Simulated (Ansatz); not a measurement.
## CaIr2 (Fd-3m): electronic heat capacity and spin susceptibility from the density of states

Level of theory: DFT r2SCAN, scalar-relativistic, plane waves, PAW (Ansatz 0.2.0).

Cutoff 500 eV; k points 8×8×8 on the computed 6-atom cell (Γ-centred); Gaussian smearing, width 0.10 eV; no spin polarisation.

Relaxed cell: Fd-3m, a = 7.527 Å, b = 7.527 Å, c = 7.527 Å, α = 90.00°, β = 90.00°, γ = 90.00°, 6 atoms in the primitive cell. Whether it is the stable form of this composition wasn't checked.

The density of states at the Fermi level is 7.539 states/eV in the cell of 6 atoms (2 formula units; both spins, tetrahedra on a 12×12×12 mesh).

What Sommerfeld coefficient and Pauli susceptibility does this give?

Per formula unit N(E_F) = 3.769 states/eV. γ = (π²/3) k_B² N(E_F) N_A = 2.357 mJ/(mol K²) per state/eV, so γ = 8.9 mJ/(mol K²), a mole of formula units. χ_P = μ_B² N(E_F) N_A = 3.23×10⁻⁵ emu/mol per state/eV gives 12.2×10⁻⁵ emu/mol. This is the bare band result: a measured γ of the same phase is as a rule larger by a factor 1 + λ from phonons and spin fluctuations, the spin part of χ is larger by the Stoner factor, and a measured χ also holds orbital and core terms. N(E_F) at one energy is sensitive to the mesh where the density of states has sharp peaks.

Spin-orbit coupling is left out, which matters for the bands of heavy elements.

Cost: 1 run of about 1.7 core-minutes, on Arm Neoverse V1 (shared hosts).